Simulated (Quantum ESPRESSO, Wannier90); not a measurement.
## Wannier functions of Sb (R-3m)

```xyz
2
Lattice="-2.1771 3.7708 0.0000 -4.3541 0.0000 0.0000 -2.1771 1.2569 3.8299" Properties=species:S:1:pos:R:3 pbc="T T T"
Sb     2.1771    -1.2569    -0.7477
Sb    -2.1771     1.2569     0.7477
```

Structure: Materials Project mp-104, symmetrised, not relaxed again. This is the element's usual structure. Method: PBEsol plane waves in Quantum ESPRESSO 7.5 (PseudoDojo norm-conserving files, 64 Ry, spinors with spin-orbit coupling), Bloch states on a 6×6×6 mesh through Γ, Wannier90 4.0.1. Density: 8×8×8 mesh, cold smearing 0.01 Ry. The cell is built of weakly bound layers, chains or molecules, whose nearest atoms lie 3.43 Å apart. Database cells relaxed without dispersion often hold them too far apart, which can enlarge gaps and weakens couplings between them; spacing and stacking were not compared with the measured crystal. With spin-orbit coupling a semilocal functional can close or falsely invert a small gap; the band order was not checked against a better method.

A tight-binding model is made by disentanglement and projection with no localisation steps (num_iter = 0), so the 16 orbitals stay atom-like: hydrogen-like Sb: s;p, axes along x, y, z; frozen window up to 1.50 eV relative to the Fermi level. It follows pw.x to 11 meV rms for states up to 1.0 eV relative to the Fermi level. Matrix elements depend on this choice of orbitals and windows.

Question: What are the on-site energies relative to the Fermi level, and how fast do the hoppings decay?

Answer: 
| atom | orbitals | energy (eV) |
|---|---|---|
| Sb1 | s↑ s↓ | -8.32 |
| Sb1 | pz↑ pz↓ px↑ px↓ py↑ py↓ | -0.44 |
| Sb2 | s↑ s↓ | -8.32 |
| Sb2 | pz↑ pz↓ px↑ px↓ py↑ py↓ | -0.44 |

```json
[
 {"distance of the centres (Å)": "2–3", "largest modulus (eV)": "1.2"},
 {"distance of the centres (Å)": "3–4", "largest modulus (eV)": "1.5"},
 {"distance of the centres (Å)": "4–5", "largest modulus (eV)": "0.18"},
 {"distance of the centres (Å)": "5–6", "largest modulus (eV)": "0.060"},
 {"distance of the centres (Å)": "6–7", "largest modulus (eV)": "0.21"},
 {"distance of the centres (Å)": "7–8", "largest modulus (eV)": "0.018"},
 {"distance of the centres (Å)": "8–9", "largest modulus (eV)": "0.023"},
 {"distance of the centres (Å)": "9–10", "largest modulus (eV)": "0.069"}
]
```

Effective spin-orbit constants λ of λ L·S, from the same-site elements px↑–py↑ (λ/2) and dx2-y2↑–dxy↑ (λ), where they are among the larger elements: Sb1 p 0.44 eV, Sb2 p 0.44 eV.
